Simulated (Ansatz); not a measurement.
Each is relaxed and computed with r²SCAN in the plane-wave PAW code Ansatz. Which is the only one with a gap?
(A) Cs2Pd3Se4, Fmmm (Cs on 8i, Pd on 4a, Pd on 8e, Se on 16m)
(B) YbBPd3, cubic perovskite
(C) SiSnPd5, P4/mmm (Si on 1b, Sn on 1c, Pd on 1a, Pd on 4i)
(D) LaAs2Pd2, I4/mmm (La on 2a, As on 4e, Pd on 4d)

A, Cs2Pd3Se4, Fmmm (Cs on 8i, Pd on 4a, Pd on 8e, Se on 16m). Cs2Pd3Se4: gap 1.23 eV (indirect); YbBPd3: metal; LaAs2Pd2: metal; SiSnPd5: metal. Caveat: open 4f shells can settle in a state that is not the lowest. Spin orders computed, not proven ground states: YbBPd3, cubic perovskite ferromagnetic. Standing as an ambient phase not checked: Cs2Pd3Se4, Fmmm (Cs on 8i, Pd on 4a, Pd on 8e, Se on 16m); YbBPd3, cubic perovskite; LaAs2Pd2, I4/mmm (La on 2a, As on 4e, Pd on 4d); SiSnPd5, P4/mmm (Si on 1b, Sn on 1c, Pd on 1a, Pd on 4i). All cells were relaxed under the symmetry of their starts (and spin orders); stability against distortions was not tested throughout. Rows with no word on spin ran without spin polarisation. No Hubbard U is applied. Scalar-relativistic: spin–orbit coupling is off unless named, which matters more the heavier the elements.

Potentials: the later of the program's two PAW sets.
